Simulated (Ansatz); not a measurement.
Property card for CaBeCdP₂

Computed with DFT PBE, scalar-relativistic, plane waves, PAW (Ansatz).

Settings: cutoff 420 eV, Γ-centred mesh 8×8×8 on the computed 5-atom cell, Gaussian smearing of 0.10 eV; no spin polarisation.

The structure is relaxed at this level of theory with its symmetry kept, and needn't be the ground state of this composition.

```xyz
5
Lattice="4.5220 0.0000 0.0000 0.0000 4.5220 0.0000 0.0000 0.0000 4.7198" Properties=species:S:1:pos:R:3 pbc="T T T"
Ca    0.0000    0.0000    0.0000
Be    2.2610    2.2610    2.3599
Cd    2.2610    2.2610    0.0000
P     2.2610    0.0000    2.3599
P     0.0000    2.2610    2.3599
```

```json
{"Space group": "P4/mmm (No. 123)", "Volume per atom": "19.30 Å³", "Formation energy from the elements' standard states (uncorrected)": "-0.006 eV/atom", "Kohn–Sham band gap": "none (metal)", "Density of states at the Fermi level": "1.5 states/eV per cell", "Orbital (Löwdin) character within 0.5 eV of the Fermi level": "P 3p 63 %, Cd 5s 12 %, unprojected 18 %", "Bader charge by site (e)": "Ca (1 in the cell) 1.38, Be (1 in the cell) 1.45, Cd (1 in the cell) -0.33, P (2 in the cell) -1.25"}
```

The cell was found from a structure generator's guess, not taken from experiment. Löwdin shares on free-atom orbitals overweight diffuse shells.
